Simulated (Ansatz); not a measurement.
ZnSi₂O:
```cif
data_O3Si6Zn3
_chemical_formula_sum 'Zn3 O3 Si6'
_space_group_name_H-M_alt 'R3m :H'
_space_group_IT_number 160
_space_group_name_Hall 'R 3 -2"'
_cell_length_a 3.42979
_cell_length_b 3.42979
_cell_length_c 18.20301
_cell_angle_alpha 90.000
_cell_angle_beta 90.000
_cell_angle_gamma 120.000
loop_
_atom_site_label
_atom_site_type_symbol
_atom_site_symmetry_multiplicity
_atom_site_Wyckoff_symbol
_atom_site_fract_x
_atom_site_fract_y
_atom_site_fract_z
_atom_site_occupancy
Zn1 Zn 3 a 0.00000 0.00000 0.97888 1
O1 O 3 a 0.00000 0.00000 0.86418 1
Si1 Si 3 a 0.00000 0.00000 0.51883 1
Si2 Si 3 a 0.00000 0.00000 0.38807 1
```
(The calculation used a cell of 4 atoms; values per cell refer to that cell.)

Relaxed with r²SCAN.

**Question.** Tabulate the valence density and the electron localisation function along the shortest Si–Si contact (2.38 Å), plane-wave PAW r²SCAN (Ansatz code).

**Answer.** 

| distance from Si (Å) | density (e/Å³) | ELF |
|---|---|---|
| 0.24 | 0.17 | 0.56 |
| 0.36 | 0.24 | 0.53 |
| 0.48 | 0.34 | 0.64 |
| 0.60 | 0.45 | 0.80 |
| 0.71 | 0.54 | 0.90 |
| 0.83 | 0.59 | 0.94 |
| 0.95 | 0.60 | 0.96 |
| 1.07 | 0.59 | 0.96 |
| 1.19 | 0.59 | 0.96 |
| 1.31 | 0.59 | 0.96 |
| 1.43 | 0.60 | 0.95 |
| 1.55 | 0.59 | 0.94 |
| 1.67 | 0.53 | 0.89 |
| 1.79 | 0.44 | 0.77 |
| 1.90 | 0.33 | 0.61 |
| 2.02 | 0.23 | 0.51 |
| 2.14 | 0.17 | 0.54 |

The density is the valence pseudo-density with augmentation charge, so density and ELF within about 1 Å of a nucleus are not all-electron values.

The start of the workflow was typed in or built on a structure type; neither database checked (COD, Materials Project) lists it. Whether it is the stable phase at ambient conditions was not checked. The cell was relaxed with r²SCAN under the symmetry of its start; whether a distortion lowers the energy is not shown. The volume moved by 18 % from the start of the relaxation.

Potentials: the earlier of the program's two PAW sets. The files were generated under PBE; for other functionals the program regenerates the frozen cores, and for LDA and PBEsol the local potential too.
